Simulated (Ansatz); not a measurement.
Sb:
```
CELL_PARAMETERS angstrom
      3.06063     0.00000     0.00000
      0.00000     3.06063     0.00000
      0.00000     0.00000     3.06063
ATOMIC_POSITIONS crystal
  Sb 0.00000 0.00000 0.00000
```

Relaxed with PBEsol. Special points in fractions of this cell's reciprocal vectors: Γ (0.000, 0.000, 0.000); X (0.000, 0.500, 0.000); M (0.500, 0.500, 0.000); R (0.500, 0.500, 0.500).

### Question
List the band energies nearest the Fermi level at these points for plane-wave PAW PBEsol (Ansatz code).

### Answer
In eV from the Fermi level; about four levels below and three above (degenerate sets whole), none deeper than 8.9 eV; … stands for higher levels left out; points with the same levels are listed once.

```
k                    below           above
-  -----------------------  --------------
Γ                        –  3.32 3.32 3.32
X                    -5.91  5.45 5.45 9.63
M        -7.44 -3.75 -3.75     1.94 7.65 …
R  -4.38 -1.73 -1.73 -1.73               …
```

Space group Pm-3m (simple cubic). The first step of the workflow began from a Materials Project structure, measured or hypothetical; the Crystallography Open Database files this formula in space group No. 221, but the cells were not matched. It is not the phase usual at ambient conditions (space group No. 166). The PBEsol relaxation kept the symmetry of its start; whether a distortion lowers the energy is not shown. Spin–orbit coupling is left out wherever it is not named.

Potentials: the later of the program's two PAW sets.
